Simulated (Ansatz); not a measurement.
The relaxed structure here is a generated cell of K: the first start was made by a random draw of sites in a space group, and the end was not matched to a known phase here, so it may be hypothetical. Known forms of K include space group No. 229.

One stationary structure of K. The numbers are results of PBEsol (plane waves to 420 eV, PAW, scalar-relativistic; Ansatz, an electronic-structure program), not measurements.

```xyz
1
Lattice="-2.6309 2.6309 2.5651 2.6309 -2.6309 2.5651 2.6309 2.6309 -2.5651" Properties=species:S:1:pos:R:3 pbc="T T T"
K      0.0000     0.0000     2.5651
```

**Question.** Find the space group and the Wyckoff positions (tolerance 0.01 Å).

**Answer.** Space group I4/mmm (No. 139); a = b = 5.2617 Å, c = 5.1301 Å, α = β = γ = 90.00°

```
atom  site  symmetry       x       y       z
----  ----  --------  ------  ------  ------
K       2b     4/mmm  0.0000  0.0000  0.5000
```

**Question.** Give the shortest distances between elements (the closest pairs, up to four, under 3.6 Å).

**Answer.** .

| Quantity | Result |
|---|---|
| Volume per atom | 71.02 Å³ |
| Band gap | zero (metallic) |

No spin polarisation in the result.

The run could not lose the symmetry of its start, so the end can be a saddle point.
